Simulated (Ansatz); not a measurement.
A: ZrO2 (fluorite), a = 5.089 Å, b = 5.089 Å, c = 5.089 Å, α = 90.00°, β = 90.00°, γ = 90.00°
B: BeTe (zinc blende), a = b = c = 5.657 Å, α = β = γ = 90.00°
C: W (bcc, W type), a = 3.1693 Å, b = 3.1693 Å, c = 3.1693 Å, α = 90.00°, β = 90.00°, γ = 90.00°

Scan: energy over volume and axial ratio (atoms clamped). All come from one method, each on a k mesh of its own. All were relaxed with their symmetry unable to fall. Spin-orbit coupling is left out. This is a high-temperature form of ZrO2. W is run without spin polarisation. ZrO2 is run without spin polarisation.

Question: Put the candidates in order of shear modulus C′ = (C11 − C12)/2 (fitted), highest first, for r2SCAN (plane waves to 500 eV, PAW, scalar-relativistic; Ansatz, a first-principles code).

Answer: A (230 GPa), C (170 GPa), B (31 GPa)

(Under strain, the slope of the energy per volume gives the stress and its curvature an elastic modulus.)
